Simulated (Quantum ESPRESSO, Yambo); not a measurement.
HgAl2S4 (space group I-4, No. 82). The geometry is that of Materials Project entry mp-7906, symmetrised and not relaxed again. Chain: PBEsol (Quantum ESPRESSO, PseudoDojo norm-conserving, 66 Ry, no spin-orbit coupling); G0W0 in Yambo (4×4×4 Γ-centred k mesh, bands 5 to 169 and a 6 Ry block in the screening, 169 bands in G with the Bruneval-Gonze terminator, plasmon pole fitted at 27.2 eV); BSE (4×4×4 mesh, 13 valence and 10 conduction bands, static screening with 84 bands and a 3 Ry block, scissor 1.32 eV, Tamm-Dancoff).

| Item | Value |
|---|---|
| PBEsol gap (dense path) | 1.99 eV |
| PBEsol gap X → Γ on the GW mesh | 2.02 eV |
| PBEsol smallest direct gap on the GW mesh, at Γ | 2.08 eV |
| G0W0 direct gap at that point | 3.40 eV |
| G0W0 correction to the gap X → Γ | 1.36 eV |
| lowest exciton | no binding energy given (see below) |

Rough cost of the Yambo steps against G0W0 for 8 states: BSE about 1/4.

Nearest settings tried, and what they do to the gap: 2 Ry block (69 vectors against 271): -161 meV. Not varied: bands in G, bands in W, mesh. So the settings aren't converged at that level. The BSE states are vertical excitations (zero momentum). The lowest state covers only about 1 of the 64 k points, so the mesh doesn't resolve it: its energy and its distance from the direct gap are mesh artefacts. An extended exciton needs a far denser mesh. Axes are Cartesian, with cell vectors (Å) (-2.79, 2.79, 5.12), (2.79, -2.79, 5.12), (2.79, 2.79, -5.12).

Without spin-orbit coupling, band edges of such heavy elements can be off by tenths of an eV.
